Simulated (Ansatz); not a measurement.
**Piezoelectric tensor of ZnSe**

Computed with DFT LDA, scalar-relativistic, plane waves, PAW (Ansatz 0.2.0). Cutoff 420 eV, 8×8×8 k-points (Γ-centred), fixed occupations. No spin polarisation.

The cell, relaxed at this level:
```
Zn Se
1.0
     0.00000    2.78377    2.78377
     2.78377    0.00000    2.78377
     2.78377    2.78377    0.00000
Zn Se
1 1
Direct
  0.00000 0.00000 0.00000
  0.25000 0.25000 0.25000
```

(1) Give the relaxed-ion proper piezoelectric stress tensor e_iJ (C/m², Voigt columns xx yy zz yz xz xy).

(2) With the elastic constants (GPa, Voigt order)
```
97.6 58.9 58.9  0.0  0.0  0.0
58.9 97.6 58.9  0.0  0.0  0.0
58.9 58.9 97.6  0.0  0.0  0.0
 0.0  0.0  0.0 43.0  0.0  0.0
 0.0  0.0  0.0  0.0 43.0  0.0
 0.0  0.0  0.0  0.0  0.0 43.0
```
find the strain coefficients d = e·C⁻¹ (pC/N).

## Answers

(1)
```
x   0.000 0.000 0.000 0.025 0.000 0.000
y   0.000 0.000 0.000 0.000 0.025 0.000
z   0.000 0.000 0.000 0.000 0.000 0.025
```
Signs follow the orientation of the cell as given.

(2)
```
x   0.00 0.00 0.00 0.59 0.00 0.00
y   0.00 0.00 0.00 0.00 0.59 0.00
z   0.00 0.00 0.00 0.00 0.00 0.59
```

Cost: 1 run of about 3 core-minutes, on Intel Xeon Processor @ 2.50GHz (Skylake/Cascade Lake) (shared hosts).